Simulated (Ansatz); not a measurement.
AlSiTe$_{3}$ in space group P-31m (No. 162; Al on 2d, Si on 2e, Te on 6k), r²SCAN+D4 (plane waves, PAW; program Ansatz), all energies at zero smearing, with the estimated change up to a 700 eV cutoff added, with one set of potentials and settings (totals compare only within such a set). Cell of 10 atoms (2 Al, 2 Si, 6 Te): -44332.582 eV.

| element | reference phase | E (eV/atom) |
|---|---|---|
| Al | Fm-3m, 1 atoms in the cell | -540.5314 |
| Si | Fd-3m, 2 atoms in the cell | -639.1856 |
| Te | P3_121, 3 atoms in the cell | -6994.9777 |

Formation energy per atom, worked out: (-44332.582 − 2×(-540.5314) − 2×(-639.1856) − 6×(-6994.9777))/10 = -0.328 eV/atom (-32 kJ per mol of atoms), at 0 K, without zero-point energy or fitted corrections.

The first step of the workflow began from a Materials Project structure, measured or hypothetical; the Crystallography Open Database copy checked does not list it. Its standing as an ambient phase is unchecked. Symmetry was held in the r²SCAN+D4 relaxation; its stability against distortions is not shown here. The references are the lowest solids computed at this level, not always the standard phases. Spin–orbit coupling is left out wherever it is not named.

Potentials: the later of the program's two PAW sets.
